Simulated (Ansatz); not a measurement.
Ansatz input file:

```yaml
crystal:
  lattice:
    - [0.0, 3.5192138352, 3.5192138352]
    - [3.5192138352, 0.0, 3.5192138352]
    - [3.5192138352, 3.5192138352, 0.0]
  atoms:
    - { symbol: Sr, position: [0.0, 0.0, 0.0] }
    - { symbol: Cl, position: [0.25, 0.25, 0.25] }
    - { symbol: Cl, position: [0.75, 0.75, 0.75] }
basis:
  ecutwfc: 420
kpoints:
  mp_grid: { grid: [6, 6, 6] }
hamiltonian:
  xc: pbe
scf:
  occupations: { method: gaussian, width: 0.02 }
  n_extra_bands: 12
output:
  forces: false
  stress: false
  eigenvalues: true
  optics: { e_range: [0, 14], sigma: 0.1, nscf_kmesh: { grid: [9, 9, 9] } }
checkpoint:
  read: start.run
  write: ck
  compress: false
  write_wavefunctions: false
  write_every: 100000
```

Command:
```bash
ansatz run input.yaml --threads 1 --pin off --max-ram 2560MiB --backend cpu --events-out ev --progress --plain --runs-dir out
```

Computed with DFT PBE, scalar-relativistic, plane waves, PAW in Ansatz.

Abridged output:

```
Warning: checkpoint.read: basis.xc_grid differs: saved 2, current 1 (points along each axis for each point of the dense box; ...
scf.n_extra_bands = 12 over 12 filled bands (N_el = 24.0): the run solves 24 bands
Pseudopotentials: kind: paw
Pseudopotential: Sr, paw, valence charge 10, recommended cutoff 420 eV (normal)
Pseudopotential: Cl, paw, valence charge 7, recommended cutoff 420 eV (normal)
Functional definition: PBE
Crystal: 3 atoms, lattice volume = 87.170 Å³
Basis set: ecut = 420 eV, 1687 PW (Γ)
Bands: 24, of which v1, the nominal top of the filled ones, is band 12 counted from 1 (11 counted from 0)
Symmetry: 48 space group operations
Space group: Fm-3m (ITA 225), of the structure as read, at distance tolerance 4.4e-5 Å
k-points: 16 of 216
Initial density: read from a saved state, or passed on in memory by an earlier SCF of this step, an earlier step, the calling program or the single point that the run made first
Initial wavefunctions: pseudopotential atomic-orbital guess
Functional: x = pbe(κ = 0.804, μ = 0.21951497), c = pbe(β = 0.06672455)
SCF iter   1: F=—  HF=-5710.731958 eV  |F-HF|=—  |Δ(HF+E_count)|=         —  Δρ=1.80e-6  dr2=1.80e-9  ethr=3.64e-8  ⟨swp⟩=5.1  Hψ=3981  notcnv=0
SCF iter   2: F=—  HF=-5710.731961 eV  |F-HF|=—  |Δ(HF+E_count)|=   3.37e-6  Δρ=8.12e-7  dr2=1.95e-10  ethr=7.49e-12  ⟨swp⟩=3.2  Hψ=706  notcnv=0
SCF iter   3: F=—  HF=-5710.731961 eV  |F-HF|=—  |Δ(HF+E_count)|=  8.98e-10  Δρ=2.95e-7  dr2=3.21e-11  ethr=1.00e-12  ⟨swp⟩=2.6  Hψ=579  notcnv=0
SCF iter   4: F=-5710.731961 eV  HF=-5710.731961 eV  |F-HF|=6.37e-12  |Δ(HF+E_count)|=  2.12e-10  Δρ=3.55e-8  dr2=7.34e-13  ethr=1.00e-12  ⟨swp⟩=4.6  Hψ=1130  notcnv=0
SCF 1 converged in 4 iterations: F = -5710.731961 eV  dr2 = 7.34e-13
SCF converged after 4 iterations
Free energy (F): -5710.731961 eV
Harris-Foulkes:  -5710.731961 eV  (|F-HF|=6.37e-12)
Internal energy: -5710.731961 eV  (E = F + TS)
E sigma→0 (E₀):  -5710.731961 eV
Fermi energy:    5.472177 eV
--- Per-component energies (eV) ---
  E_band       = -152.751713
  E_kinetic    = 567.737037
  E_local      = -1198.002727  (includes V_loc(G=0)·N_el)
  E_nonlocal   = 258.724035
  E_hartree    = 330.442136
  E_xc         = -388.744827
  E_vxc        = -407.567894  (∫ρ·V_xc dr)
  E_paw        = -4013.335072  (= ΣΔE_a)
  E_vpaw       = -34.526636  (= ΣTr[D̂ρ^β])
  E_aug_tail   = 0.000179  (compensation charges beyond the density's cutoff)
  E_ewald      = -1267.552723
  E_smearing   =  0.000000  (= −TS)
--- Band table (eV; the first three rows and the last of 16) ---
  k-point 0: bands = ["-30.0600", "-12.0441", "-12.0441", "-12.0441", "-10.3674", "-9.5718", "0.8235", "0.8235", "0.8235", "2.5277", "2.5277", "2.5277", "8.0925", "8.9613", "8.9613", "11.7807", "11.7807", "11.7807", "12.0269", "12.0269", "12.0269", "16.3421", "16.3779", "16.3779"]
  k-point 1: bands = ["-30.0594", "-12.1182", "-12.0472", "-12.0472", "-10.2342", "-9.6247", "0.9203", "0.9203", "0.9962", "2.2290", "2.3865", "2.3865", "8.6736", "9.1558", "9.1558", "10.7997", "11.4955", "11.4955", "12.5204", "12.5521", "12.5521", "16.1831", "16.1831", "17.3448"]
  k-point 2: bands = ["-30.0580", "-12.2394", "-12.0533", "-12.0533", "-10.0316", "-9.6856", "1.1661", "1.1661", "1.3243", "1.7308", "2.0700", "2.0700", "9.4613", "9.4613", "9.6163", "10.7338", "11.3338", "11.3338", "11.8310", "13.5328", "13.5328", "15.7370", "15.7370", "16.2867"]
  k-point 15: bands = ["-30.0564", "-12.2812", "-12.1461", "-12.0734", "-9.8054", "-9.7216", "0.3723", "0.8331", "1.3522", "2.0598", "2.5318", "2.7853", "8.8162", "9.8955", "10.0683", "10.2096", "10.8683", "12.2046", "12.6826", "13.5236", "13.7247", "14.6123", "14.9815", "16.3855"]
```

The run converged.

The run took 19 s on 1 thread of Arm Neoverse V1, on a shared host, peak memory 0.56 GiB.

The run starts from the saved density of an earlier one, so iterations and time are fewer than from atoms.